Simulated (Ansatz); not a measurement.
SnO in space group P-6m2 (No. 187; Sn on 1a, O on 1f) at seven volumes, DFT-PBE in the program Ansatz with PAW potentials, shape and atoms relaxed at each. One row is withheld.

```
V (Å³/atom)  P (GPa)
-----------  -------
14.879          7.82
15.369          4.94
15.860             ?
16.350          0.00
16.841         -2.07
17.331         -3.95
17.822         -5.40
```

Fit the shown pressures and predict the withheld one.

P = (3/2)B₀(x^(7/2) − x^(5/2))[1 + (3/4)(B′ − 4)(x − 1)] with x = (V₀/V)^(2/3). Least squares on the six rows gives V₀ = 16.346 Å³/atom, B₀ = 72.3 GPa, B′ = 3.09. At V = 15.860, x = 1.0203 and P = 2.29 GPa. The run itself gave 2.28 GPa.

The cell is a constructed one: a structure type filled with these elements; neither database checked (COD, Materials Project) lists it. It is not the phase usual at ambient conditions (space group No. 129). Symmetry was held in the PBE relaxation; whether a distortion lowers the energy is not shown. Spin–orbit coupling is left out wherever it is not named.

Potentials: the later of the program's two PAW sets.
